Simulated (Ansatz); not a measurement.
Ba (diamond, space group No. 227) under volume change, PBEsol (plane waves, PAW; program Ansatz), scaled uniformly.

| V (Å³/atom) | E − E(relaxed) (meV/atom) | P (GPa) |
|---|---|---|
| 46.162 | 23.7 | 1.89 |
| 47.684 | 9.6 | 1.10 |
| 49.206 | 2.2 | 0.48 |
| 50.728 | 0.0 | 0.00 |
| 52.249 | 1.9 | -0.38 |
| 53.771 | 7.0 | -0.68 |
| 55.293 | 14.5 | -0.91 |

What does a third-order Birch–Murnaghan fit give for V₀, B₀ and B′?

V₀ = 50.72 Å³/atom, B₀ = 14.4 GPa, B′ = 7.1.

Space group Fd-3m (diamond). The start of the workflow was typed in or built on a structure type; neither database checked (COD, Materials Project) lists it. It is not the phase usual at ambient conditions (space group No. 229). The PBEsol relaxation kept the symmetry of its start. At this level the phase is mechanically unstable. The volume moved by -49 % from the start of the relaxation. Scalar-relativistic: spin–orbit coupling is off unless named, which matters more the heavier the elements.

Potentials: the later of the program's two PAW sets.
